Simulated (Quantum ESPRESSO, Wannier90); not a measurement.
Wannierisation of CdI2 (CdI2 type)

```
begin unit_cell_cart
ang
    4.2910101438    0.0000000000    0.0000000000
   -2.1455050719    3.7161237924    0.0000000000
    0.0000000000    0.0000000000    7.3035800000
end unit_cell_cart
begin atoms_frac
Cd   0.0000000000  0.0000000000  0.0000000000
I    0.3333333333 -0.3333333333  0.2357900000
I   -0.3333333333  0.3333333333 -0.2357900000
end atoms_frac
```

Materials Project entry mp-567259; symmetrised, unrelaxed at this level. COD (Crystallography Open Database) has the formula in 5 space groups, this one among them (matched by group alone). Computed values, not measurements, from PBEsol: Quantum ESPRESSO (norm-conserving PseudoDojo potentials, cutoff 82 Ry, spinors with spin-orbit coupling) on a Γ-centred 6×6×4 mesh, then Wannier90. Density: 12×12×4 mesh, cold smearing 0.01 Ry. The cell is built of weakly bound layers, chains or molecules, whose nearest atoms lie 4.59 Å apart. Database cells relaxed without dispersion often hold them too far apart, which can enlarge gaps and weakens couplings between them; spacing and stacking were not compared with the measured crystal.

A tight-binding model is made by disentanglement and projection with no localisation steps (num_iter = 0), so the 24 orbitals stay atom-like: hydrogen-like Cd: s;p; I: s;p, axes along x, y, z; frozen window up to 3.50 eV relative to the valence-band maximum. It follows pw.x to 2.5 meV rms for states up to 3.0 eV relative to the valence-band maximum. Matrix elements depend on this choice of orbitals and windows. Bands 13–16 (Cd 4d 98 %), 17–22 (Cd 4d 97 %) lie between the kept ones and are excluded.

Problem. What are the on-site energies relative to the valence-band maximum, and how fast do the hoppings decay?

Solution. 
| atom | orbitals | energy (eV) |
|---|---|---|
| Cd1 | s↑ s↓ | -0.28 |
| Cd1 | pz↑ pz↓ | 4.80 |
| Cd1 | px↑ px↓ py↑ py↓ | 4.74 |
| I2 | s↑ s↓ | -11.21 |
| I2 | pz↑ pz↓ | -0.81 |
| I2 | px↑ px↓ py↑ py↓ | -0.77 |
| I3 | s↑ s↓ | -11.21 |
| I3 | pz↑ pz↓ | -0.81 |
| I3 | px↑ px↓ py↑ py↓ | -0.77 |

```tsv
distance of the centres (Å)	largest modulus (eV)
2–3	1.1
3–4	1.2
4–5	0.38
5–6	0.088
6–7	0.11
7–8	0.065
8–9	0.018
9–10	0.015
10–11	0.022
```

Effective spin-orbit constants λ of λ L·S, from the same-site elements px↑–py↑ (λ/2) and dx2-y2↑–dxy↑ (λ), where they are among the larger elements: I2 p 0.68 eV, I3 p 0.68 eV, Cd1 p 0.19 eV.
